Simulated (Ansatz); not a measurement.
Given:

ZrH:
```yaml
crystal:
  lattice:
    - [3.24213, 0.00000, 0.00000]
    - [0.00000, 3.24213, 0.00000]
    - [0.00000, 0.00000, 4.98527]
  atoms:
    - { symbol: Zr, position: [0.00000, 0.50000, 0.50000] }
    - { symbol: Zr, position: [0.50000, 0.00000, 0.00000] }
    - { symbol: H, position: [0.50000, 0.50000, 0.25000] }
    - { symbol: H, position: [0.50000, 0.50000, 0.75000] }
```

This is the r²SCAN-relaxed structure.

Task: All from DFT-r²SCAN in the program Ansatz with PAW potentials, unless another level is named. Give the electronic character.

Result: metallic (no gap).

Task: Next, the formation energy from the elements (no fitted shifts)?

Result: -0.49 eV/atom.

Task: Predict the density of states at the Fermi level.

Result: 0.42 states/eV per atom (mean over ±0.08 eV).

Space group P4_2/mmc. The workflow started from a Materials Project entry (that database holds measured and hypothetical structures alike); the Crystallography Open Database files this formula in space group No. 131, but the cells were not matched. Whether it is the stable phase at ambient conditions was not checked. The cell was relaxed with r²SCAN under the symmetry of its start; whether a distortion lowers the energy is not shown. No spin polarisation was allowed. The references are the lowest solids computed at this level, not always the standard phases (solids in place of the gases). Scalar-relativistic: spin–orbit coupling is off unless named, which matters more the heavier the elements.

Potentials: the later of the program's two PAW sets.
